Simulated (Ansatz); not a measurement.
**Rb3Pt: energy against volume and a worked fit**

```cif
data_structure
_symmetry_space_group_name_H-M 'P 1'
_symmetry_Int_Tables_number 1
_cell_length_a 5.4988
_cell_length_b 5.4988
_cell_length_c 5.4988
_cell_angle_alpha 90.000
_cell_angle_beta 90.000
_cell_angle_gamma 90.000
_cell_volume 166.27
loop_
_atom_site_label
_atom_site_type_symbol
_atom_site_fract_x
_atom_site_fract_y
_atom_site_fract_z
_atom_site_occupancy
Pt1 Pt 0.50000 0.50000 0.50000 1
Rb1 Rb 0.50000 0.00000 0.00000 1
Rb2 Rb 0.00000 0.50000 0.00000 1
Rb3 Rb 0.00000 0.00000 0.50000 1
```

The cell comes from a database or a generator and needn't be the stable form of this composition.

The cell was scaled at fixed shape and fractions and run with Ansatz, Ansatz PAW, cutoff 420 eV; PBE, k mesh 5 × 5 × 5 on the cell of 4 atoms, fermi-dirac occupations of 0.05 eV, no spin polarisation, no spin-orbit coupling. Energies are those that the program minimises, any entropy of the smearing included. For a metal such a mesh isn't converged to the digits shown.

```tsv
V (Å³/atom)	energy over the lowest row (meV/atom)
39.0723	2.976
39.9037	0.897
40.7350	0.000
41.5663	?
42.3976	1.268
43.2290	3.228
44.0603	5.954
```

Fit the third-order Birch-Murnaghan form, give V0, B0 and B′, and predict the energy left open.

With y = (V0/V)^(2/3), E = E0 + (9 V0 B0/16) [(y - 1)³ B′ + (y - 1)² (6 - 4y)]. Least squares through the rows shown give V0 = 41.0155 Å³/atom, E0 = -0.059 meV, B0 = 9.687 GPa (1 eV/Å³ = 160.218 GPa) and B′ = 4.35, with a largest miss of 0.001 meV. At V = 41.5663 the form with these constants gives 0.159 meV; the run gave 0.159 meV an atom.
